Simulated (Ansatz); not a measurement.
YOF:
```cif
data_F2O2Y2
_chemical_formula_sum 'Y2 O2 F2'
_space_group_name_H-M_alt 'P 1'
_space_group_IT_number 1
_cell_length_a 3.81077
_cell_length_b 3.81077
_cell_length_c 5.42168
_cell_angle_alpha 90.000
_cell_angle_beta 90.000
_cell_angle_gamma 90.000
loop_
_space_group_symop_operation_xyz
  'x, y, z'
loop_
_atom_site_label
_atom_site_type_symbol
_atom_site_fract_x
_atom_site_fract_y
_atom_site_fract_z
_atom_site_occupancy
Y1 Y 0.50000 0.00000 0.71134 1
Y2 Y 0.00000 0.50000 0.28866 1
O1 O 0.00000 0.00000 0.50000 1
O2 O 0.50000 0.50000 0.50000 1
F1 F 0.50000 0.50000 0.00000 1
F2 F 0.00000 0.00000 0.00000 1
```

Relaxed with PBEsol.

Q: Tabulate the valence density and the electron localisation function along the shortest Y–O contact (2.22 Å), the program Ansatz at the PBEsol level (PAW).

A: 

| distance from Y (Å) | density (e/Å³) | ELF |
|---|---|---|
| 0.22 | 3.58 | 0.56 |
| 0.33 | 3.73 | 0.71 |
| 0.44 | 3.50 | 0.81 |
| 0.56 | 2.91 | 0.85 |
| 0.67 | 2.17 | 0.84 |
| 0.78 | 1.47 | 0.76 |
| 0.89 | 0.94 | 0.55 |
| 1.00 | 0.63 | 0.28 |
| 1.11 | 0.50 | 0.18 |
| 1.22 | 0.51 | 0.25 |
| 1.33 | 0.65 | 0.49 |
| 1.45 | 0.95 | 0.73 |
| 1.56 | 1.49 | 0.82 |
| 1.67 | 2.45 | 0.82 |
| 1.78 | 3.85 | 0.78 |
| 1.89 | 5.40 | 0.66 |
| 2.00 | 6.66 | 0.46 |

The density is the valence pseudo-density with augmentation charge, so density and ELF within about 1 Å of a nucleus are not all-electron values.

Space group P4/nmm. The workflow started from a Materials Project entry (that database holds measured and hypothetical structures alike); the Crystallography Open Database copy checked does not list it. COD files the formula under space group No. 166, so this cell is another polymorph or a model. Its standing as an ambient phase is unchecked. Symmetry was held in the PBEsol relaxation; whether a distortion lowers the energy is not shown. The run is not spin-polarised.

Potentials: the later of the program's two PAW sets.
